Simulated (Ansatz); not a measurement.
## Zincblende alloy of GaAs and GaSb (8 of 32 As sites exchanged), 64 atoms

Ansatz, PAW, plane waves. PBEsol relaxation of volume and atoms (shape held) at the single k point (½, ½, ½); single points on the relaxed atoms at the Γ point alone, onto which points of the small cell's zone fold. Arrangement: quasirandom. No spin–orbit coupling unless named.

Relaxed structure:

```
Ga Sb As
1.0
    11.56306    0.00000    0.00000
     0.00000   11.56306    0.00000
     0.00000    0.00000   11.56306
Ga Sb As
32 8 24
Direct
  0.98543 0.00127 0.00032
  0.00432 0.99388 0.50667
  0.99901 0.50206 0.99864
  0.00503 0.49314 0.50671
  0.50649 0.99211 0.99211
  0.50681 0.00769 0.49525
  0.50110 0.49916 0.00069
  0.49845 0.50155 0.50135
  0.25063 0.26489 0.00071
  0.25015 0.25167 0.50144
  0.25037 0.73551 0.99966
  0.24507 0.74115 0.49467
  0.75551 0.25692 0.99285
  0.74504 0.25711 0.50593
  0.75117 0.74618 0.99982
  0.74391 0.75487 0.50787
  0.25090 0.00137 0.26393
  0.24253 0.00767 0.74359
  0.25020 0.50125 0.25176
  0.25097 0.49952 0.74935
  0.75061 0.98605 0.25153
  0.75054 0.00116 0.74893
  0.74353 0.49467 0.24399
  0.75085 0.50095 0.75072
  0.99809 0.26541 0.25182
  0.99945 0.25044 0.75033
  0.00627 0.75444 0.24322
  0.99191 0.74118 0.74351
  0.49263 0.25617 0.25557
  0.50712 0.25865 0.74301
  0.50656 0.74080 0.25836
  0.50520 0.74243 0.75618
  0.12296 0.12910 0.12719
  0.62687 0.12619 0.12542
  0.37677 0.86945 0.12922
  0.37650 0.87348 0.62240
  0.37710 0.13114 0.87196
  0.87473 0.12522 0.37803
  0.87483 0.62480 0.37561
  0.11939 0.87126 0.87380
  0.12187 0.12960 0.62251
  0.12485 0.62059 0.12527
  0.12486 0.62089 0.62544
  0.62717 0.12794 0.62521
  0.62477 0.62300 0.12361
  0.62496 0.62268 0.62733
  0.37501 0.38148 0.12776
  0.37516 0.37728 0.62356
  0.87439 0.37963 0.12089
  0.87463 0.37543 0.62909
  0.87299 0.87018 0.12338
  0.87314 0.87454 0.62711
  0.37517 0.12938 0.38000
  0.37499 0.62110 0.37589
  0.37717 0.61847 0.87522
  0.87272 0.12738 0.87133
  0.87319 0.62275 0.87465
  0.12850 0.37754 0.37760
  0.12303 0.37923 0.87317
  0.12498 0.87248 0.37746
  0.62088 0.37742 0.37709
  0.62697 0.37919 0.87318
  0.62452 0.87257 0.37829
  0.63164 0.86998 0.87241
```

(1) What are the mean bond lengths by pair (pairs within 1.2 times the sum of covalent radii, less contacts 15 % beyond the pair's median; cation–cation pairs of compounds aside; long ionic contacts are cut short by that bound)?

(2) What gap lies between the top filled and the lowest empty level in the single points?

## Answers

(1) As–Ga 2.471 ± 0.013 Å (standard deviation, 96 bonds); Ga–Sb 2.608 ± 0.015 Å (standard deviation, 32 bonds).

(2) HSE06 1.05 eV (84 s on NVIDIA GB300); r²SCAN 0.60 eV (11 s on NVIDIA GB300).
